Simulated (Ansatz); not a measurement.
A scan (energy against volume; even scaling of the relaxed cell, symmetry kept) gave these values. Computed with PBE (plane waves to 420 eV, PAW, scalar-relativistic; Ansatz, a program for electronic structure).

| Item | Result |
|---|---|
| Bulk modulus B₀ (third-order Birch-Murnaghan fit) | 196 GPa |
| Pressure derivative B₀′ (fit) | 3.8 |
| Equilibrium volume of the fit | 18.29 Å³/atom |

Task: Of these crystals, all scanned alike, which one is it?
(A) BAs (zinc blende)
(B) AlAs (zinc blende)
(C) GaSb (zinc blende)
(D) Ta (bcc, W type)

Result: D, Ta (bcc, W type). The others have, for the bulk modulus: GaSb 44.6 GPa, AlAs 67.1 GPa, BAs 131 GPa

All were relaxed with their symmetry unable to fall. At this level the bands of GaSb touch or barely overlap; measurements give the solid a gap. Spin-orbit coupling is left out. Ta is run without spin polarisation. The PAW data are Ansatz's earlier set.

(A scan under strain: stresses follow from slopes of the energy per volume, elastic moduli from its curvatures.)
